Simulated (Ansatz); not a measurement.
**YHg: moving Y off its site**

YHg, Pm-3m, a = 3.682 Å (as given, not relaxed at this level: -1.0 GPa). The structure is a COD entry; whether it is the stable form wasn't checked. Ansatz: PBEsol, PAW, 420 eV, Γ-centred 14×14×14 mesh on 2 atoms, Gaussian smearing 0.15 eV; no spin polarisation.

```yaml
crystal:
  lattice:
    - [3.68200, 0.00000, 0.00000]
    - [0.00000, 3.68200, 0.00000]
    - [0.00000, 0.00000, 3.68200]
  atoms:
    - { symbol: Y, position: [0.50000, 0.50000, 0.50000] }
    - { symbol: Hg, position: [0.00000, 0.00000, 0.00000] }
```

Atom 1 (Y) moves by x along the unit vector (0.000, 0.000, 1.000), with its periodic images; all else is held. y is the free energy of the cell over the start, F the force along the path summed over the moved atoms. Symmetry makes y even in x.

```
 x (Å) y (meV) F (eV/Å)
-0.200        ?         ?
-0.100    10.76      0.21
 0.000     0.00      0.00
 0.025     0.67     -0.05
 0.050     2.69     -0.11
 0.075     6.06     -0.16
 0.125    16.80     -0.27
 0.150    24.17     -0.32
 0.175    32.85     -0.37
```

**Question.** Fit y = c2 x² + c4 x⁴ to the energies of the other rows, give the force constant, and predict energy and force of the missing row.

**Answer.** Least squares on the rows shown. y = 1077.9 x² − 169.73 x⁴. The force constant is 2 c2 = 2.16 eV/Å² (for all images moving together, not for a lone atom). With two atoms in a cubic cell this is the optical mode at Γ (in a metal it hangs on mesh and smearing): ω = 521.5 √(2 c2/μ) = 98 cm⁻¹ for μ = 61.60 u. The force −dy/dx at the missing row is 0.43 eV/Å (computed 0.43). At x = -0.200 the fit asked for gives 42.84 meV. The run gave 42.84 meV, the same to the digits shown.

Spin–orbit coupling is left out, which can shift energies with elements as heavy as these.